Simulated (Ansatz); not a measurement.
Given:

LaIr5:
```yaml
crystal:
  lattice:
    - [5.35296, 0.00000, 0.00000]
    - [-2.67648, 4.63580, 0.00000]
    - [0.00000, 0.00000, 4.30319]
  atoms:
    - { symbol: La, position: [0.00000, 0.00000, 0.00000] }
    - { symbol: Ir, position: [0.50000, 0.00000, 0.50000] }
    - { symbol: Ir, position: [0.50000, 0.50000, 0.50000] }
    - { symbol: Ir, position: [0.00000, 0.50000, 0.50000] }
    - { symbol: Ir, position: [0.33333, 0.66667, 0.00000] }
    - { symbol: Ir, position: [0.66667, 0.33333, 0.00000] }
```

This is the r²SCAN-relaxed structure.

All from r²SCAN (plane waves, PAW; program Ansatz), unless another level is named. Estimate the formation energy from the elements (no fitted shifts).

-0.31 eV/atom.

What about the density of states at the Fermi level?

1.2 states/eV per atom (mean over ±0.08 eV).

Space group P6/mmm. The workflow started from an entry of the Crystallography Open Database (COD). Whether it is the stable phase at ambient conditions was not checked. The r²SCAN relaxation kept the symmetry of its start; its stability against distortions is not shown here. The run is not spin-polarised. The references are the lowest solids computed at this level, not always the standard phases. Scalar-relativistic: spin–orbit coupling is off unless named, which matters more the heavier the elements.

Potentials: the later of the program's two PAW sets.
